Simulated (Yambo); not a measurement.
```
CELL_PARAMETERS angstrom
      2.71780     0.00000     0.00000
     -1.35890     2.35369     0.00000
      0.00000     0.00000     4.35230
ATOMIC_POSITIONS crystal
  Be 0.33333 0.66667 0.99913
  Be 0.66667 0.33333 0.49913
  O  0.33333 0.66667 0.37837
  O  0.66667 0.33333 0.87837
```

The PBEsol cell relaxed from Materials Project entry mp-2542 was given a biaxial strain of +1 % along x and y, z relaxed, and the atoms were relaxed again.

Question: Where are the main features of Im ε from RPA with local fields on PBEsol bands (Yambo; 21×21×12 mesh, 25 bands, 4 Ry local-field block, 0.2 eV broadening; field along z)?

Answer: Peaks at 10.8 eV (5.1), 14.4 eV (3.8), 16.1 eV (3.6), heights in brackets. Peak heights and small wiggles depend on the k mesh. Convergence of the RPA response with its 21×21×12 mesh was not tested. No excitonic effects at this level.
